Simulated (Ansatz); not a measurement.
The relaxed structure here is a generated cell of P: the first start was made by placing the elements on the sites of a structure type, and the end was not matched to a known phase here, so it may be hypothetical. Known forms of P include space group No. 64.

A relaxed cell of P (P6₃/mmc (No. 194)), relaxed on a k-mesh at least as fine as the one used below. Level of theory: PBE (plane waves to 420 eV, PAW, scalar-relativistic; Ansatz, a program for electronic structure). Γ-centred k-mesh 11×11×10 on the run's cell (coarser than for final values), Fermi–Dirac smearing 0.05 eV.

```
P
1.0
    6.59887     0.00000     0.00000
   -1.64972     2.85739     0.00000
    0.00000     0.00000     3.21528
P
4
Cartesian
  0.00000   1.90493   0.80382
  3.29943   1.90493   0.80382
  1.64972   0.95246   2.41146
  4.94915   0.95246   2.41146
```

The atoms are displaced along an unstable phonon of this cell by (Å):

```
atom     ux     uy      uz
----  -----  -----  ------
P1    0.000  0.000  -0.150
P2    0.000  0.000   0.150
P3    0.000  0.000   0.150
P4    0.000  0.000  -0.150
```

**Question.** What forces (eV/Å) and pressure result?

**Answer.** 
```json
[
 {"atom": "P1", "Fx": "-0.19", "Fy": "-0.11", "Fz": "0.26"},
 {"atom": "P2", "Fx": "-0.19", "Fy": "-0.11", "Fz": "-0.26"},
 {"atom": "P3", "Fx": "0.19", "Fy": "0.11", "Fz": "-0.26"},
 {"atom": "P4", "Fx": "0.19", "Fy": "0.11", "Fz": "0.26"}
]
```

Pressure +3.0 GPa.

No spin polarisation in the result.

The run that gave the undisplaced cell could not lose the symmetry of its start: the end is stationary, and may be a saddle point rather than a minimum.
